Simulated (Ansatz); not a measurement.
SrTiO3:
```
SrTiO3
1.0
   -2.74375     2.74375     3.90406
    2.74375    -2.74375     3.90406
    2.74375     2.74375    -3.90406
Sr Ti O
2 2 6
Direct
  0.75000   0.25000   0.50000
  0.25000   0.75000   0.50000
  0.00000   0.00000   0.00000
  0.50000   0.50000   0.00000
  0.77452   0.27452   0.04904
  0.22548   0.72548   0.95096
  0.27452   0.22548   0.50000
  0.72548   0.77452   0.50000
  0.75000   0.75000   0.00000
  0.25000   0.25000   0.00000
```

Relaxed with PBEsol.

Problem. Give the optical modes at the zone centre with their infrared activity from DFPT, PBEsol in the plane-wave PAW code Ansatz.

Solution. Transverse frequencies, without the LO–TO term; a row sums one degenerate level.

```
ω (cm⁻¹)  degeneracy  IR ((D/Å)²/amu)     activity  symmetry
--------  ----------  ---------------  -----------  --------
67i                2           289.03           IR        Eu
62i                1           148.79           IR       A2u
34                 2             0.00  IR-inactive        Eg
124                1             0.00  IR-inactive       A1g
136                2             0.00  IR-inactive        Eg
141                1             0.00  IR-inactive       B2g
159                2             2.82           IR        Eu
167                1             0.00  IR-inactive       A2u
245                2             0.08           IR        Eu
255                1             0.00  IR-inactive       B1u
424                1             0.00  IR-inactive       A1u
427                2             1.76           IR        Eu
429                1             0.00  IR-inactive       B2g
431                2             0.00  IR-inactive        Eg
464                1             0.00  IR-inactive       A2g
472                1             0.00  IR-inactive       B1g
523                2            52.61           IR        Eu
527                1            25.39           IR       A2u
820                1             0.00  IR-inactive       A2g
```

Problem. How high does the top mode go among those that the LO–TO term moves?

Solution. 752 cm⁻¹ for q along x, 752 cm⁻¹ for q along y, 752 cm⁻¹ for q along z.

Space group I4/mcm. The first step of the workflow began from a Materials Project structure, measured or hypothetical; the Crystallography Open Database files this formula in space group No. 140, but the cells were not matched. It is not the phase usual at ambient conditions (space group No. 221). Symmetry was held in the PBEsol relaxation. At this level the phase is dynamically unstable (imaginary phonons). The run is not spin-polarised.

Potentials: the later of the program's two PAW sets.
